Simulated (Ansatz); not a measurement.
Polymorphs of ScSi, each relaxed with plane-wave PAW r²SCAN (Ansatz code):

A: CsCl type (Pm-3m)
a = b = c = 3.3200 Å, α = β = γ = 90.00°

| atom | site | symmetry | x | y | z |
|---|---|---|---|---|---|
| Sc | 1a | m-3m | 0.0000 | 0.0000 | 0.0000 |
| Si | 1b | m-3m | 0.5000 | 0.5000 | 0.5000 |

B: Cmcm
a = 3.994 Å, b = 9.893 Å, c = 3.661 Å, α = β = γ = 90.00°

| atom | site | symmetry | x | y | z |
|---|---|---|---|---|---|
| Sc | 4c | m2m | 0.0000 | 0.1391 | 0.7500 |
| Si | 4c | m2m | 0.0000 | 0.5808 | 0.2500 |

### Question
Rank these by energy per atom at 0 K (lowest first), as r²SCAN gives it.

### Answer
B (+0 meV/atom), A (+496 meV/atom)

Constructed cells (a structure type filled with these elements, in neither database checked): A. Standing as an ambient phase not checked: B. Unstable at this level: A. All cells were relaxed under the symmetry of their starts (and spin orders); stability against distortions was not tested throughout. Rows with no word on spin ran without spin polarisation.

Energies hold the estimated change up to a 700 eV cutoff; steps of a few meV lie near the error of the meshes.

Potentials: the later of the program's two PAW sets.
